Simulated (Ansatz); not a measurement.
CdSe:
```
CELL_PARAMETERS angstrom
      0.00000     3.07224     3.07224
      3.07224     0.00000     3.07224
      3.07224     3.07224     0.00000
ATOMIC_POSITIONS crystal
  Se 0.75000 0.75000 0.75000
  Cd 0.00000 0.00000 0.00000
```

Relaxed with HSE06. Special points in fractions of this cell's reciprocal vectors: Γ (0.000, 0.000, 0.000); X (0.500, 0.000, 0.500); U (0.625, 0.250, 0.625); K (0.375, 0.375, 0.750); L (0.500, 0.500, 0.500); W (0.500, 0.250, 0.750).

Problem. List the band energies nearest the valence-band maximum at these points for plane-wave PAW HSE06 (Ansatz code).

Solution. In eV from the valence-band maximum; about four levels below and three above (degenerate sets whole), none deeper than 8.9 eV; … stands for higher levels left out; points with the same levels are listed once.

```
k                       below            above
-  --------------------------  ---------------
Γ  -8.74 -8.74 0.00 0.00 0.00           1.47 …
X     -8.35 -4.20 -1.87 -1.87  4.00 4.71 10.14
U     -8.27 -4.10 -2.56 -1.53   4.63 6.14 9.22
L     -8.43 -4.49 -0.76 -0.76   3.33 7.45 7.45
W     -8.24 -4.05 -2.29 -2.20   6.08 6.09 7.51
```

Space group F-43m (zinc blende). The cell was relaxed with HSE06 under the symmetry of its start. The hybrid was solved on a coarse mesh, the path and, where they were found, the r²SCAN edge points; its band edges are the extreme levels among these. Spin–orbit coupling is left out wherever it is not named.

Potentials: the later of the program's two PAW sets.
